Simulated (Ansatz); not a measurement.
B (space group R-3m)

```
CELL_PARAMETERS angstrom
      2.43813     1.40765     4.16642
     -2.43813     1.40765     4.16642
      0.00000    -2.81531     4.16642
ATOMIC_POSITIONS crystal
  B  0.01061 0.65384 0.01061
  B  0.98939 0.34616 0.98939
  B  0.01061 0.01061 0.65384
  B  0.98939 0.98939 0.34616
  B  0.65384 0.01061 0.01061
  B  0.34616 0.98939 0.98939
  B  0.22159 0.62980 0.22159
  B  0.77841 0.37020 0.77841
  B  0.22159 0.22159 0.62980
  B  0.77841 0.77841 0.37020
  B  0.62980 0.22159 0.22159
  B  0.37020 0.77841 0.77841
```

Equation-of-state scan: isotropic scaling of the cell above, V₀ being its volume. The atoms relax within the cell's symmetry.

These are PBEsol (plane waves to 420 eV, PAW, scalar-relativistic; Ansatz, an electronic-structure program) values and carry that method's errors. k mesh 7×7×7 (Γ-centred), Fermi-Dirac smearing 0.05 eV. The energy includes the smearing's −TS. Stress and pressure are positive under compression. With the shape held, the modulus is that of even scaling; a crystal free to change shape is softer. B was relaxed with its symmetry unable to fall. ΔE is measured from the relaxed starting cell.

| V (Å³/atom) | ΔE (meV/atom) |
|---|---|
| 6.721 | 19.3 |
| 6.806 | 12.1 |
| 6.892 | 6.7 |
| 6.978 | withheld |
| 7.064 | 0.7 |
| 7.150 | 0.0 |
| 7.235 | 0.7 |
| 7.321 | 2.7 |
| 7.407 | 6.0 |
| 7.493 | 10.4 |
| 7.579 | 16.0 |

Question: Fit a third-order Birch-Murnaghan form (E₀, V₀, B₀, B₀′ free) to the given rows and predict ΔE at V = 6.978.

Answer: Least squares on the 10 given rows: ΔE = E₀ + (9V₀B₀/16)·y²·[2 + (B₀′ − 4)y], y = (V₀/V)^(2/3) − 1, with V₀ = 7.149 Å³/atom, B₀ = 218.0 GPa (160.2 GPa = 1 eV/Å³; the term in eV is multiplied by 1000), B₀′ = 3.92, E₀ = 0.00 meV/atom; root-mean-square residual 0.02 meV/atom. At 6.978 the fit gives 2.9 meV/atom; the calculation gives 2.9 meV/atom, the same to the digits shown. For the pressure the fit gives 5.5 GPa against the computed 5.6 GPa.

(Under strain, the slope of the energy per volume gives the stress and its curvature an elastic modulus.)
